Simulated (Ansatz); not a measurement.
C:
```
C
1.0
    2.59236     0.00000     0.00000
   -1.29618     2.24505     0.00000
    0.00000     0.00000     2.78267
C
3
Cartesian
  1.29618   0.00000   0.00000
 -0.64809   1.12253   1.85512
  0.64809   1.12253   0.92756
```

Relaxed with PBEsol.

Q: Decompose the optical modes at the zone centre into irreducible representations, and say which are infrared and Raman allowed.

A: Point group 622: Γ_opt = B1 + B2 + E1 + E2. Infrared: E1. Raman: E1, E2.

Q: Assign frequencies (DFPT, PBEsol in the plane-wave PAW code Ansatz).

A: B1 879, E1 967, B2 1087, E2 1132 cm⁻¹.

Subscripts of B labels follow the axes of the standard setting.

Space group P6_222. The start of the workflow was typed in or built on a structure type; neither database checked (COD, Materials Project) lists it. It is not the phase usual at ambient conditions (space group No. 194, 227). Symmetry was held in the PBEsol relaxation; phonons on a q-mesh show no instability.

Potentials: the later of the program's two PAW sets.
